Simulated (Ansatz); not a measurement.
Profile along the Ni–Ni line in AlNi3 (Cu3Au type)

AlNi3 (Cu3Au type)

```xyz
4
Lattice="3.5668 0.0000 0.0000 0.0000 3.5668 0.0000 0.0000 0.0000 3.5668" Properties=species:S:1:pos:R:3 pbc="T T T"
Al     0.0000     0.0000     0.0000
Ni     0.0000     1.7834     1.7834
Ni     1.7834     0.0000     1.7834
Ni     1.7834     1.7834     0.0000
```

Fields along a shortest Ni–Ni line of a {100} plane (2.52 Å), from Ni to Ni, interpolated on the slice's grid (step about 0.1 Å). Calculation: PBE (plane waves to 420 eV, PAW, scalar-relativistic; Ansatz, a program for electronic structure). k mesh 13×13×13. Inside the PAW spheres the values are not all-electron values, and peaks at nuclei hang on which shells count as valence. AlNi3 was relaxed with its symmetry unable to fall. Relaxed AlNi3 ends ferromagnetic. Other magnetic orders were not checked, so this need not be the ground state.

```tsv
distance from Ni (Å)	valence electron density (e/Å³)	spin density, up minus down (e/Å³)	electron localisation function	ELF of the up spins	ELF of the down spins
0.00	60.77	1.15	x	x	x
0.25	33.90	0.68	x	x	x
0.50	7.52	0.21	0.35	0.35	0.35
0.76	1.32	0.04	0.21	0.22	0.20
1.01	0.42	0.00	0.19	0.18	0.19
1.26	0.31	0.00	0.28	0.25	0.30
1.51	0.42	0.00	0.19	0.18	0.19
1.76	1.32	0.04	0.21	0.22	0.20
2.02	7.52	0.21	0.35	0.35	0.35
2.27	33.90	0.68	x	x	x
2.52	60.77	1.15	x	x	x
```

x: too close to a nucleus for the ELF to mean much.

Density on the Ni–Ni line (2.52 Å) at its midpoint: 0.31 e/Å³. ELF at that point: 0.28.
